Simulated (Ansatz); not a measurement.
Method: DFT, PBEsol, plane waves (420 eV) with PAW, scalar-relativistic in Ansatz. (PAW data from PBE, frozen cores regenerated.)

An element in the simple cubic structure gives this curve. The cell is scaled uniformly from the relaxed one, with fractional coordinates and shape fixed. Energies are extrapolated to zero smearing, pressures are those at the given smearing. Magnetic state: spin not included.

```tsv
V (Å³/atom)	E − E₀ (meV/atom)	P (GPa)
48.596	28.4	1.33
50.804	12.9	0.85
53.013	3.7	0.43
55.222	0.1	0.07
57.431	1.3	-0.23
59.640	6.5	-0.48
61.849	15.2	-0.68
```

Question: Which element is it?
A. tellurium
B. barium
C. yttrium
D. lanthanum

Answer: B. Its fit is V₀ = 55.75 Å³/atom, B₀ = 8.4 GPa, B₀′ = 2.8.
